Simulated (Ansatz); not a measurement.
This cell of TaN (space group P-6m2) is off equilibrium:

```xyz
4
Lattice="2.9065 0.0000 0.0000 -1.4532 2.5171 0.0000 0.0000 0.0000 5.7036" Properties=species:S:1:pos:R:3 pbc="T T T"
Ta     1.4532     2.5171     1.3259
Ta     1.4532     2.5171     4.3777
N      1.4532     0.8390     0.0000
N      1.4532     0.8390     2.8518
```

Level of theory: LDA (plane waves to 420 eV, PAW, scalar-relativistic; Ansatz, an electronic-structure program). k mesh 13×13×6 (Γ-centred), Fermi-Dirac smearing 0.05 eV. Compression counts positive. With partly filled bands, energies and forces of such displacements shift with the k mesh and the smearing. Spin-orbit coupling is left out, though Ta is heavy. TaN is run without spin polarisation. TaN was relaxed with its symmetry unable to fall. This is one of several known forms of TaN; the measured ambient cells at hand have space group No. 189.

Task: What forces act on the atoms (eV/Å, Cartesian)?

Result: 
```csv
atom,Fx,Fy,Fz
Ta1,0.000,0.000,5.938
Ta2,0.000,0.000,-5.938
N3,0.000,0.000,0.000
N4,0.000,0.000,0.000
```

Task: Give the stress tensor in GPa and the pressure.

Result: 
```
    3.4      0.0      0.0
    0.0      3.4      0.0
    0.0      0.0      8.3
```
The pressure, a third of the trace, is 5.1 GPa.

(A displaced cell: forces are minus the slopes of the energy, force constants its curvatures, and phonons follow from these.)
